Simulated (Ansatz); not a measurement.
The following input was run with Ansatz 0.2.0.

```yaml
crystal:
  lattice:
    - [6.6583727302, 0.0, 0.0]
    - [-3.3291863651, 5.7663199322, 0.0]
    - [0.0, 0.0, 5.1853083438]
  atoms:
    - { symbol: Sc, position: [0.1666666667, 0.3333333333, 0.25] }
    - { symbol: Sc, position: [0.1666666667, 0.8333333333, 0.25] }
    - { symbol: Sc, position: [0.6666666667, 0.3333333333, 0.25] }
    - { symbol: Sc, position: [0.6666666667, 0.8333333333, 0.25] }
    - { symbol: Sc, position: [0.3333333333, 0.1666666667, 0.75] }
    - { symbol: Sc, position: [0.3333333333, 0.6666666667, 0.75] }
    - { symbol: Sc, position: [0.8333333333, 0.1666666667, 0.75] }
    - { symbol: Sc, position: [0.8333333333, 0.6666666667, 0.75] }
basis:
  ecutwfc: 500
kpoints:
  mp_grid: { grid: [6, 6, 6] }
hamiltonian:
  xc: r2scan
scf:
  occupations: { method: gaussian, width: 0.1 }
output:
  forces: true
  stress: true
  eigenvalues: true
```

Run as
```bash
ansatz run input.yaml --threads 2 --pin off --max-ram 5120MiB --backend cpu --events-out ev --progress --plain --runs-dir out
```

Level of theory: DFT r2SCAN, scalar-relativistic, plane waves, PAW (Ansatz).

From the run's log, abridged (final results; tables in files aren't shown):

```
SCF 1 converged in 7 iterations: F = -17124.607202 eV  dr2 = 4.78e-9
SCF converged after 7 iterations
Free energy (F): -17124.607202 eV
Harris-Foulkes:  -17124.607202 eV  (|F-HF|=1.13e-10)
Internal energy: -17124.526578 eV  (E = F + TS)
E sigma→0 (E₀):  -17124.566890 eV
Entropy (-TS):   -0.080624 eV (-10.078 meV/atom)
Fermi energy:    9.164662 eV
--- Per-component energies (eV) ---
  E_band       = -1450.175457
  E_kinetic    = 2079.455575
  E_local      = -6749.370735  (includes V_loc(G=0)·N_el)
  E_nonlocal   = 654.481087
  E_hartree    = 2294.936381
  E_xc         = -798.567012
  E_vxc        = -1128.638641  (∫ρ·V_xc dr)
  E_paw        = -7711.252615  (= ΣΔE_a)
  E_vpaw       = -970.414718  (= ΣTr[D̂ρ^β])
  E_aug_tail   = 0.000040  (compensation charges beyond the density's cutoff)
  E_vtau       = 74.442142  (kinetic-family band-sum trace: ∫τ·v_τ [+ j·A + Jᵃ·Aᵃ] dr)
  E_ewald      = -6892.301364
  E_core_change = -1.907935  (= ΣΔE_core)
  E_smearing   = -0.080624  (= −TS)
--- Forces (eV/Å), atoms counted from 1 ---
  atom   1  Sc     0.00000000     0.00000000     0.00000000
  atom   2  Sc     0.00000000     0.00000000     0.00000000
  atom   3  Sc     0.00000000     0.00000000     0.00000000
  atom   4  Sc     0.00000000     0.00000000     0.00000000
  atom   5  Sc     0.00000000     0.00000000     0.00000000
  atom   6  Sc     0.00000000     0.00000000     0.00000000
  atom   7  Sc     0.00000000     0.00000000     0.00000000
  atom   8  Sc     0.00000000     0.00000000     0.00000000
--- Stress (GPa, compression-positive) ---
        0.013652       0.000000       0.000000
        0.000000       0.013652       0.000000
        0.000000       0.000000       0.044068
  P = ⅓ Tr σ = 0.0238 GPa (0.238 kbar)
--- Band table (eV; the first three rows and the last of 28) ---
  k-point 0: bands = ["-42.4047", "-42.3489", "-42.3489", "-42.3489", "-42.3342", "-42.3260", "-42.3260", "-42.3260", "-20.2422", "-20.1568", "-20.1568", "-20.1568", "-20.0803", "-20.0803", "-20.0803", "-20.0582", "-20.0582", "-20.0582", "-19.9755", "-19.9755", "-19.9755", "-19.9180", "-19.9180", "-19.9180", "-19.8931", "-19.8931", "-19.8659", "-19.8659", "-19.8659", "-19.8277", "-19.8277", "-19.8073", "3.7043", "7.4678", "7.4678", "7.4678", "7.5004", "8.0490", "8.0490", "8.0490", "8.5173", "8.5173", "8.5173", "8.7506", "8.7506", "8.7506", "9.6141", "10.5764", "10.5764", "10.5764", "10.7109", "10.7109", "10.7109"]
  k-point 1: bands = ["-42.4000", "-42.3474", "-42.3474", "-42.3474", "-42.3390", "-42.3275", "-42.3275", "-42.3275", "-20.2141", "-20.1812", "-20.1812", "-20.1812", "-20.1076", "-20.1076", "-20.1076", "-20.0191", "-20.0191", "-20.0191", "-19.9682", "-19.9682", "-19.9682", "-19.9049", "-19.9049", "-19.9049", "-19.8887", "-19.8887", "-19.8733", "-19.8733", "-19.8733", "-19.8375", "-19.8321", "-19.8321", "3.8991", "7.1671", "7.4740", "7.4740", "7.4740", "8.0007", "8.0007", "8.0007", "8.6662", "8.6662", "8.6662", "8.8268", "8.8268", "8.8268", "9.6374", "10.5868", "10.5868", "10.5868", "10.8345", "10.8345", "10.8345"]
  k-point 2: bands = ["-42.3872", "-42.3519", "-42.3432", "-42.3432", "-42.3432", "-42.3317", "-42.3317", "-42.3317", "-20.2029", "-20.2029", "-20.2029", "-20.1576", "-20.1576", "-20.1576", "-20.1364", "-19.9571", "-19.9571", "-19.9571", "-19.9483", "-19.9483", "-19.9483", "-19.9190", "-19.8940", "-19.8940", "-19.8940", "-19.8935", "-19.8935", "-19.8935", "-19.8768", "-19.8768", "-19.8441", "-19.8441", "4.4610", "6.3144", "7.5321", "7.5321", "7.5321", "7.8542", "7.8542", "7.8542", "9.0035", "9.0035", "9.0035", "9.0498", "9.0498", "9.0498", "9.8515", "10.5425", "10.5425", "10.5425", "10.7159", "10.7159", "10.7159"]
  k-point 27: bands = ["-42.3495", "-42.3495", "-42.3495", "-42.3495", "-42.3495", "-42.3495", "-42.3334", "-42.3334", "-20.1475", "-20.1475", "-20.1062", "-20.1062", "-20.1062", "-20.1062", "-20.1062", "-20.1062", "-20.0383", "-20.0383", "-19.9303", "-19.9303", "-19.9303", "-19.9303", "-19.9303", "-19.9303", "-19.8877", "-19.8877", "-19.8877", "-19.8877", "-19.8877", "-19.8877", "-19.8766", "-19.8766", "6.7307", "6.7307", "6.7307", "6.7307", "6.7307", "6.7307", "8.7270", "8.7270", "9.1330", "9.1330", "9.3922", "9.3922", "9.6004", "9.6004", "9.6004", "9.6004", "9.6004", "9.6004", "10.3747", "10.3747", "10.3747"]
```

The calculation finished and met its thresholds.

Time: 22 s on 2 threads of Arm Neoverse V1 (shared host), peak memory 1 GiB.